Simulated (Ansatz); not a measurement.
# Calculated ⁶⁹Ga NMR of the central transition for Ca₂Ga₂GeO₇

Cell: a computed structure from the Materials Project (it need not be an observed phase), taken as it stands.

Space group P2_1 (No. 4); a = 5.2579, b = 7.9799, c = 7.9953 Å, β = 90.02°.

```csv
site,Wyckoff,site symmetry,x,y,z
Ca1,2a,1,0.5157,0.6582,0.5755
Ca3,2a,1,0.5138,0.3357,0.8963
Ga5,2a,1,0.0001,0.5005,0.2528
Ga7,2a,1,0.9671,0.8551,0.3954
Ge,2a,1,0.9577,0.1437,0.1063
O11,2a,1,0.1987,0.5057,0.7519
O13,2a,1,0.3091,0.8602,0.3864
O15,2a,1,0.2875,0.1413,0.1051
O17,2a,1,0.2043,0.5920,0.0840
O19,2a,1,0.2123,0.4088,0.4103
O21,2a,1,0.7853,0.6626,0.3343
O23,2a,1,0.7984,0.3361,0.1521
```

One atom of each set is listed.

The numbers come from a DFT calculation in Ansatz (PBE, plane waves and PAW, scalar-relativistic, 420 eV cutoff, Γ-centred 4×3×3 k-points, Fermi–Dirac smearing 0.02 eV).

⁶⁹Ga has I = 3/2 and Q = 171.0 mb (Pyykkö 2018); at 35.2 T its Larmor frequency is ν₀ = 360.7 MHz. Only the quadrupole interaction is simulated: positions count from each site's isotropic chemical shift, and shift anisotropy, dipolar and J coupling are left out.

Q: Simulate the second-order pattern (static powder, Gaussian broadening 30 kHz) of site Ga7 (4 O at 1.80–1.89 Å).

A: The calculation gives C_Q = -34.6 MHz and η = 0.50, so ν_Q = 17.3 MHz and the centre of gravity lies at -250 ppm (-90.1 kHz).

```csv
offset (kHz),height
-451.5,0
-421.1,16
-390.7,40
-360.3,44
-330.0,47
-299.6,50
-269.2,54
-238.8,58
-208.4,65
-178.0,76
-147.6,97
-117.2,92
-86.8,77
-56.4,72
-26.0,71
4.4,69
34.8,62
65.2,74
95.6,100
126.0,66
156.4,45
186.8,38
217.2,14
247.6,0
```

The run took 2 min of wall time (2 min of CPU time) and 0.82 GiB at its peak, on 1 thread of Arm Neoverse V1 (aarch64; 8 cores open to the job, memory cap 2.5 GiB, no GPU), a shared host with a load of 0.4 a core.
